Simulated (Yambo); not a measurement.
## Optical response of KI at -1.5 % isotropic strain

```xyz
2
Lattice="0.0000 3.4495 3.4495 3.4495 0.0000 3.4495 3.4495 3.4495 0.0000" Properties=species:S:1:pos:R:3 pbc="T T T"
K      0.0000     0.0000     0.0000
I      3.4495     3.4495     3.4495
```

Yambo, RPA with local fields on PBEsol bands; 10×10×10 mesh, 58 bands, 4 Ry local-field block, 0.2 eV broadening; field along x.

| E (eV) | Im ε | Re ε | Im ε, independent particles |
|---|---|---|---|
| 0.0 | 0.00 | 2.78 | 0.00 |
| 0.6 | 0.01 | 2.79 | 0.01 |
| 1.2 | 0.02 | 2.83 | 0.03 |
| 1.9 | 0.03 | 2.90 | 0.04 |
| 2.5 | 0.05 | 3.02 | 0.07 |
| 3.1 | 0.08 | 3.20 | 0.11 |
| 3.8 | 0.17 | 3.53 | 0.24 |
| 4.4 | 0.63 | 3.87 | 0.81 |
| 5.0 | 1.19 | 4.21 | 1.74 |
| 5.6 | 2.53 | 4.27 | 4.37 |
| 6.2 | 3.54 | 2.79 | 5.27 |
| 6.9 | 2.54 | 1.60 | 3.85 |
| 7.5 | 2.28 | 1.89 | 4.77 |
| 8.1 | 2.85 | 1.56 | 4.59 |
| 8.8 | 2.45 | 1.30 | 3.38 |
| 9.4 | 2.70 | 0.83 | 2.42 |
| 10.0 | 2.33 | -0.40 | 1.10 |
| 10.6 | 1.07 | -0.26 | 0.82 |
| 11.2 | 1.09 | 0.27 | 1.16 |
| 11.9 | 0.60 | 0.20 | 0.66 |
| 12.5 | 0.39 | 0.64 | 0.75 |
| 13.1 | 0.51 | 0.93 | 1.22 |
| 13.8 | 0.80 | 1.09 | 1.12 |
| 14.4 | 0.93 | 0.77 | 0.60 |
| 15.0 | 0.83 | 0.62 | 0.41 |
| 15.6 | 0.57 | 0.69 | 0.40 |
| 16.2 | 0.60 | 0.79 | 0.43 |
| 16.9 | 0.62 | 0.81 | 0.50 |
| 17.5 | 0.68 | 0.75 | 0.58 |
| 18.1 | 0.58 | 0.74 | 0.62 |
| 18.8 | 0.51 | 0.76 | 0.77 |
| 19.4 | 0.59 | 0.80 | 0.96 |
| 20.0 | 0.57 | 0.71 | 1.08 |

Peak heights and small wiggles depend on the k mesh. Convergence of the RPA response with its 10×10×10 mesh was not tested. No excitonic effects at this level.

Without spin-orbit coupling, band edges of such heavy elements can be off by tenths of an eV.

Geometry strained from the cell relaxed with PBEsol, atoms relaxed again.
